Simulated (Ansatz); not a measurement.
A geometry of SnO$_{2}$ away from equilibrium: step 3 of the relaxation of a generated cell, SnO2 placed in the polar-ZrO2 structure type. The numbers are results of r2SCAN (plane waves to 500 eV, PAW, scalar-relativistic; Ansatz, a first-principles code), not measurements. Γ-centred k-mesh 4×4×4 on the run's cell (coarser than for final values), Fermi–Dirac smearing 0.05 eV. The plane waves were selected for a different cell earlier on the path.

```
SnO2
1.0
    5.23199     0.00000     0.00000
    0.00000     4.98281     0.00000
    0.00000     0.00000     5.05498
Sn O
4 8
Direct
  0.03476   0.26250   0.25396
  0.96524   0.73750   0.75396
  0.53476   0.73750   0.25396
  0.46524   0.26250   0.75396
  0.36458   0.06988   0.11175
  0.63542   0.93012   0.61175
  0.86458   0.93012   0.11175
  0.13542   0.06988   0.61175
  0.22480   0.53590   0.99029
  0.77520   0.46410   0.49029
  0.72480   0.46410   0.99029
  0.27520   0.53590   0.49029
```

### Question
What forces act on the atoms (eV/Å)?

### Answer
| atom | Fx | Fy | Fz |
|---|---|---|---|
| Sn1 | 0.17 | 0.19 | 0.23 |
| Sn2 | -0.17 | -0.19 | 0.23 |
| Sn3 | 0.17 | -0.19 | 0.23 |
| Sn4 | -0.17 | 0.19 | 0.23 |
| O5 | -0.02 | -0.05 | 0.02 |
| O6 | 0.02 | 0.05 | 0.02 |
| O7 | -0.02 | 0.05 | 0.02 |
| O8 | 0.02 | -0.05 | 0.02 |
| O9 | -0.18 | -0.15 | -0.25 |
| O10 | 0.18 | 0.15 | -0.25 |
| O11 | -0.18 | 0.15 | -0.25 |
| O12 | 0.18 | -0.15 | -0.25 |

The path ends in Pbcn (No. 60). No spin polarisation in the result.

The run could not lose the symmetry of its start; a randomly shaken copy of 12 atoms returns to this structure.

The first start was generated by placing the elements on the sites of a structure type. Materials Project lists a structure of SnO2 in the same space group, Pbcn (No. 60); the sites were not compared with it, nor with measured phases. Known forms of SnO2 include space group No. 136.
